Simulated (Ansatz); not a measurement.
Q: Name crystals whose computed values (LDA in the plane-wave PAW code Ansatz) fall in these windows: B₀ by P(V) fit (GPa) 160 to 210; Θ_D (K) 200 to 240.

A: 

```csv
crystal,B₀ by P(V) fit (GPa),Θ_D (K)
"CuAu, R-3m (Cu on 3b, Au on 3a)",183,220
"ZrRh, CsCl type",194,217
"CuAu, L1₀ or tetragonal B2",189,235
```
Others may fit too.

Not the usual ambient phase: CuAu, R-3m (Cu on 3b, Au on 3a). Standing as an ambient phase not checked: ZrRh, CsCl type. All cells were relaxed under the symmetry of their starts (and spin orders); stability against distortions was not tested throughout. Rows with no word on spin ran without spin polarisation. Scalar-relativistic: spin–orbit coupling is off unless named, which matters more the heavier the elements.

Potentials: the later of the program's two PAW sets.
